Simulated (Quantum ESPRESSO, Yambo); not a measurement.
Mg$_{2}$Si (space group Fm-3m, No. 225). Cell and atoms were relaxed with PBEsol from Materials Project entry mp-1367, within its symmetry. Chain: PBEsol (Quantum ESPRESSO, PseudoDojo norm-conserving, 84 Ry, without SOC); G0W0 in Yambo (4×4×4 Γ-centred k mesh, bands 9 to 143 and a 10 Ry block in the screening, 143 bands in G with the Bruneval-Gonze terminator, plasmon pole fitted at 27.2 eV); BSE (8×8×8 mesh, 4 valence and 7 conduction bands, static screening with 34 bands and a 4 Ry block, scissor 0.58 eV, Tamm-Dancoff).

| Item | Value |
|---|---|
| PBEsol gap (dense path) | 0.11 eV |
| PBEsol gap Γ → X on the GW mesh | 0.11 eV |
| PBEsol smallest direct gap on the GW mesh, at Γ | 1.87 eV |
| G0W0 direct gap at that point | 2.45 eV |
| G0W0 correction to the gap Γ → X | 0.59 eV |
| lowest exciton | no binding energy given (see below) |

Rough cost of the Yambo steps against G0W0 for 8 states: BSE about 3×.

Nearest settings tried, and what they do to the gap: 89 bands in W, 89 bands in G: -29 meV; 2 Ry block (27 vectors against 283): -333 meV. Not varied: mesh. So the settings aren't converged at that level. The BSE states are vertical excitations (zero momentum); the indirect quasiparticle gap, about 0.70 eV, is smaller than the direct one (2.45 eV on the GW mesh). The lowest state covers only about 1 of the 512 k points, so the mesh doesn't resolve it: its energy and its distance from the direct gap are mesh artefacts. An extended exciton needs a far denser mesh.
